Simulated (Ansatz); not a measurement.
RbVN2:
```xyz
8
Lattice="-2.8294 2.8294 4.0320 2.8294 -2.8294 4.0320 2.8294 2.8294 -4.0320" Properties=species:S:1:pos:R:3 pbc="T T T"
Rb     2.8294     0.0000     2.0160
Rb     0.0000     0.0000     4.0320
V      0.0000     2.8294     2.0160
V      0.0000     0.0000     0.0000
N     -0.3620     1.4147     1.0080
N     -1.4147     3.1914     3.0240
N      0.3620     4.2441     1.0080
N      1.4147     2.4674     3.0240
```

x, y and z are the axes in which the lattice vectors are written.

Q: Give the high-frequency dielectric tensor and the Born effective charge tensors of the independent atoms from DFPT, plane-wave PAW LDA (Ansatz code).

A: 
ε∞:
```
12.6  0.00  0.00
0.00  12.6  0.00
0.00  0.00  12.6
```
Z* of atom 1 (Rb), rows: field, columns: displacement, in e:
```
 1.26   0.05   0.00
-0.05   1.26   0.00
 0.00   0.00   1.22
```
Z* of atom 3 (V), rows: field, columns: displacement, in e:
```
 8.52  -1.89   0.00
 1.89   8.52   0.00
 0.00   0.00   8.68
```
Z* of atom 5 (N), rows: field, columns: displacement, in e:
```
-1.27   0.00   0.00
 0.00  -8.52  -5.27
 0.00  -5.35  -4.95
```

Space group I-42d. The first step of the workflow began from a Materials Project structure, measured or hypothetical; the Crystallography Open Database copy checked does not list it. Its standing as an ambient phase is unchecked. The cell was relaxed with LDA under the symmetry of its start; phonons show weakly imaginary modes. No spin polarisation was allowed. Spin–orbit coupling is left out wherever it is not named.

Potentials: the later of the program's two PAW sets.
